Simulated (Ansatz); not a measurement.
One crystal and one scan (scan of one atom of the cell) at two levels, PBE (plane waves to 420 eV, PAW, scalar-relativistic; Ansatz, a program for electronic structure) and r2SCAN (plane waves to 500 eV, PAW, scalar-relativistic; Ansatz), each from its own relaxed cell and on its own mesh. The cell shown is that of PBE.

Se (trigonal-Se type, space group P3_121)

```yaml
crystal:
  lattice:
    - [9.05880, 0.00000, 0.00000]
    - [-2.26470, 3.92257, 0.00000]
    - [0.00000, 0.00000, 5.04244]
  atoms:
    - { symbol: Se, position: [0.10920, 0.00000, 0.83333] }
    - { symbol: Se, position: [0.60920, 0.00000, 0.83333] }
    - { symbol: Se, position: [0.00000, 0.21841, 0.16667] }
    - { symbol: Se, position: [0.50000, 0.21841, 0.16667] }
    - { symbol: Se, position: [0.39080, 0.78159, 0.50000] }
    - { symbol: Se, position: [0.89080, 0.78159, 0.50000] }
```

In each cell atom 1 (Se, nearest neighbour Se at 2.400 Å; its periodic images, 4.5 Å or more away, move with it) moves by s·(0.000, 0.000, 1.000) (along Cartesian z), the rest being held.

The energy includes the smearing's −TS. Se was relaxed with its symmetry unable to fall. The PAW data are Ansatz's earlier set. Both scans cover s from -0.240 to 0.240 Å.

ΔE (meV/cell), each from the undisplaced structure of its own level:

```tsv
s (Å)	PBE	r2SCAN
-0.240	227.1	255.7
-0.192	144.7	162.9
-0.144	81.1	withheld
-0.096	35.9	40.5
-0.048	9.0	10.1
0.000	0.0	0.0
0.048	9.0	10.1
0.096	36.1	40.6
0.144	81.5	91.8
0.192	145.6	163.9
0.240	228.9	257.7
```

**Question.** Estimate the r2SCAN value at -0.144 from the PBE value there and the ratio of the two levels in the two nearest given rows on that side of the minimum.

**Answer.** At -0.096 and -0.192 the ratio r2SCAN/PBE averages 1.127, which gives 1.127 × 81.1 = 91.4 meV/cell. The calculation gives 91.3 meV/cell, +12.6 % against PBE.

(A displaced cell: forces are minus the slopes of the energy, force constants its curvatures, and phonons follow from these.)
